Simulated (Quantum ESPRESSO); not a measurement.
**Band energies of RbO at -3 % isotropic strain**

```
CELL_PARAMETERS angstrom
     -2.01633     2.87561     3.40000
      2.01633    -2.87561     3.40000
      2.01633     2.87561    -3.40000
ATOMIC_POSITIONS crystal
  O  0.62883 0.00000 0.62883
  O  0.37117 0.00000 0.37117
  Rb 0.25234 0.25234 0.00000
  Rb 0.74766 0.74766 0.00000
```

norm-conserving PBEsol (Quantum ESPRESSO, 84 Ry, without SOC); path ΓXLTWRX1ZΓYSW,L1Y,Y1Z; energies in eV from the valence-band maximum.

| k (1/Å) | point | band 11 | band 12 | band 13 | band 14 | band 15 | band 16 | band 17 | band 18 |
|---|---|---|---|---|---|---|---|---|---|
| 0.00 | Γ | -5.64 | -4.17 | -4.11 | -0.78 | 0.00 | 2.19 | 3.08 | 4.30 |
| 0.35 |  | -5.66 | -4.09 | -3.90 | -0.84 | -0.14 | 2.96 | 3.41 | 4.75 |
| 0.70 |  | -5.60 | -3.86 | -3.71 | -0.83 | -0.43 | 3.38 | 3.83 | 5.58 |
| 1.05 | X | -5.51 | -3.91 | -3.73 | -0.63 | -0.60 | 3.16 | 3.94 | 5.69 |
| 1.05 | L | -5.51 | -3.89 | -3.75 | -0.65 | -0.65 | 3.25 | 3.84 | 5.71 |
| 1.29 |  | -5.52 | -3.85 | -3.71 | -0.78 | -0.76 | 3.53 | 3.73 | 5.03 |
| 1.53 | T | -5.50 | -3.92 | -3.65 | -0.83 | -0.83 | 3.51 | 3.99 | 4.36 |
| 1.65 |  | -5.50 | -3.90 | -3.66 | -0.83 | -0.83 | 3.55 | 4.01 | 4.42 |
| 1.99 | W | -5.47 | -3.81 | -3.73 | -0.82 | -0.79 | 3.76 | 4.16 | 5.10 |
| 2.32 |  | -5.45 | -3.80 | -3.74 | -0.84 | -0.55 | 3.62 | 3.86 | 5.67 |
| 2.54 | R | -5.43 | -3.78 | -3.75 | -0.83 | -0.43 | 3.42 | 3.88 | 6.30 |
| 2.65 |  | -5.44 | -3.78 | -3.75 | -0.82 | -0.44 | 3.39 | 3.89 | 6.28 |
| 2.97 |  | -5.51 | -3.86 | -3.73 | -0.69 | -0.57 | 3.19 | 3.94 | 5.83 |
| 3.08 | X1 | -5.51 | -3.91 | -3.73 | -0.63 | -0.60 | 3.16 | 3.94 | 5.69 |
| 3.33 |  | -5.46 | -4.24 | -3.72 | -0.60 | -0.47 | 2.94 | 3.93 | 5.12 |
| 3.58 | Z | -5.44 | -4.42 | -3.72 | -0.59 | -0.39 | 2.74 | 3.91 | 4.94 |
| 3.68 |  | -5.44 | -4.41 | -3.73 | -0.57 | -0.40 | 2.79 | 3.91 | 4.84 |
| 3.99 |  | -5.51 | -4.29 | -3.88 | -0.56 | -0.37 | 3.23 | 3.73 | 3.97 |
| 4.30 |  | -5.61 | -4.15 | -4.10 | -0.74 | -0.08 | 2.44 | 3.24 | 4.36 |
| 4.50 | Γ | -5.64 | -4.17 | -4.11 | -0.78 | 0.00 | 2.19 | 3.08 | 4.30 |
| 4.60 |  | -5.63 | -4.16 | -4.11 | -0.77 | -0.02 | 2.13 | 3.23 | 4.35 |
| 4.88 |  | -5.55 | -4.05 | -4.05 | -0.64 | -0.29 | 2.03 | 4.13 | 5.15 |
| 5.16 |  | -5.50 | -4.11 | -3.88 | -0.57 | -0.49 | 2.54 | 3.69 | 6.00 |
| 5.44 | Y | -5.45 | -4.36 | -3.74 | -0.60 | -0.40 | 2.78 | 3.73 | 5.13 |
| 5.74 |  | -5.49 | -4.18 | -3.85 | -0.57 | -0.48 | 2.87 | 3.79 | 5.27 |
| 6.05 | S | -5.51 | -4.09 | -3.92 | -0.54 | -0.51 | 2.76 | 4.56 | 4.99 |
| 6.31 |  | -5.50 | -3.98 | -3.90 | -0.62 | -0.59 | 2.91 | 4.52 | 5.52 |
| 6.57 |  | -5.48 | -3.85 | -3.80 | -0.75 | -0.74 | 3.35 | 4.38 | 5.30 |
| 6.83 | W | -5.47 | -3.81 | -3.73 | -0.82 | -0.79 | 3.76 | 4.16 | 5.10 |
| 6.83 | L1 | -5.51 | -3.89 | -3.75 | -0.65 | -0.65 | 3.25 | 3.84 | 5.71 |
| 6.99 |  | -5.48 | -4.09 | -3.75 | -0.64 | -0.53 | 3.12 | 3.79 | 5.36 |
| 7.25 |  | -5.45 | -4.34 | -3.74 | -0.61 | -0.41 | 2.81 | 3.74 | 5.14 |
| 7.33 | Y | -5.45 | -4.36 | -3.74 | -0.60 | -0.40 | 2.78 | 3.73 | 5.13 |
| 7.33 | Y1 | -5.45 | -4.36 | -3.74 | -0.60 | -0.40 | 2.78 | 3.73 | 5.13 |
| 7.49 | Z | -5.44 | -4.42 | -3.72 | -0.59 | -0.39 | 2.74 | 3.91 | 4.94 |

The PBEsol gap is indirect, 1.98 eV, from Γ to 30 % of the way from Γ to Y; the smallest direct gap is 2.11 eV.

Geometry strained from the cell relaxed with PBEsol, atoms relaxed again.

Letters of k points follow the standard setting of the lattice, whose axes may be ordered differently from the printed cell.
